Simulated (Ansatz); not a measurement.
**Quadrupolar parameters in SiO₂**

The cell is an entry of the Crystallography Open Database (COD), ions relaxed with PBE at fixed cell.

```
Si O
1.0
     4.16670    0.00000    0.00000
     0.00000    4.16670    0.00000
     0.00000    0.00000    2.66450
Si O
2 4
Direct
  0.00000 0.00000 0.00000
  0.50000 0.50000 0.50000
  0.30526 0.30526 0.00000
  0.19474 0.80526 0.50000
  0.69474 0.69474 0.00000
  0.80526 0.19474 0.50000
```

Atom numbers follow the list; atoms alike are taken as one site, whose name carries the number of the first.

Level of theory: DFT, r2SCAN, plane waves and PAW, scalar-relativistic, 500 eV cutoff, Γ-centred 7×7×11 k-points, Fermi–Dirac smearing 0.02 eV (Ansatz 0.2.0).

C_Q = eQV_zz/h, which is 24.18 MHz for Q = 1 b and V_zz = 10²¹ V/m²; η = (V_xx − V_yy)/V_zz. Directions are in the Cartesian axes of the cell vectors above, for the atom listed; none is given where the gradient is under 0.02 or η is above 0.95.

(1) What field gradients does the calculation give at each kind of site?

## Answers

(1) 

```
site  first atom          first shell  V_zz (10²¹ V/m²)     η  direction of V_zz (x, y, z)
  Si           1   6 O at 1.76–1.80 Å              1.56  0.62               0.71 0.71 0.00
   O           3  3 Si at 1.76–1.80 Å            -11.19  0.17              0.71 -0.71 0.00
```

At O V_zz stands upright on the plane through its three neighbours (within 1°).

Hardware: 1 thread of Intel Xeon 6975P-C (Granite Rapids) (x86_64; 16 cores open to the job, memory cap 3.0 GiB, no GPU), a shared host with a load of 0.4 a core. Wall time 6.1 s, CPU time 6 s, peak memory 0.5 GiB.
